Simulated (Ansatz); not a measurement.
Start of a relaxation of Si3Ge:

```cif
data_structure
_symmetry_space_group_name_H-M 'P-4m2'
_symmetry_Int_Tables_number 115
_cell_length_a 3.5797
_cell_length_b 3.5797
_cell_length_c 5.0625
_cell_angle_alpha 90.000
_cell_angle_beta 90.000
_cell_angle_gamma 90.000
_cell_volume 64.87
loop_
_atom_site_label
_atom_site_type_symbol
_atom_site_symmetry_multiplicity
_atom_site_Wyckoff_symbol
_atom_site_fract_x
_atom_site_fract_y
_atom_site_fract_z
_atom_site_occupancy
Si1 Si 2 g 0.00000 0.50000 0.75000 1
Si2 Si 1 c 0.50000 0.50000 0.50000 1
Ge1 Ge 1 a 0.00000 0.00000 0.00000 1
```

These are results of DFT PBE, scalar-relativistic, plane waves, PAW in Ansatz, not measurements. Cutoff 420 eV, Gaussian smearing, Γ-centred meshes. Cell and atoms relax first on a coarse mesh and then on a converged one. In between, the cell is made exact in the group found at 0.06 Å. The steps can't lower the symmetry of their start. No spin polarisation.

A guess keeps its type if space group and coordination stay and the shape of the cell changes little (axis ratios within about 15 %, angles within 6°); the volume may change.

Q: Will the relaxed cell still be of the starting type?

A: It keeps its type. The symmetry stays P-4m2 (No. 115). The volume per atom grows by 30.5 %, from 16.2 to 21.2 Å³. The shortest distance goes from 2.19 Å (Si–Ge and Si–Si) to 2.38 Å (Si–Si). The ratio c/a of the conventional cell changes by a factor of 1.00. Counting neighbours within 15 % of an atom's shortest distance, the start has Ge 4, Si 4 and the end Ge 4, Si 4.

Energies over the elements count from the elements' standard structures at the same level, with no fitted energy shifts.

Q: At what energy does it end?

A: +0.013 eV/atom. The formation energy is too near zero to say whether this cell lies below the elements.

The last run used a 10×10×6 mesh (in the run's order of axes) for its 4-atom cell and Gaussian smearing of 0.02 eV. A later test with randomly moved atoms came back to the same energy, though modes that don't fit the test's cell weren't probed.
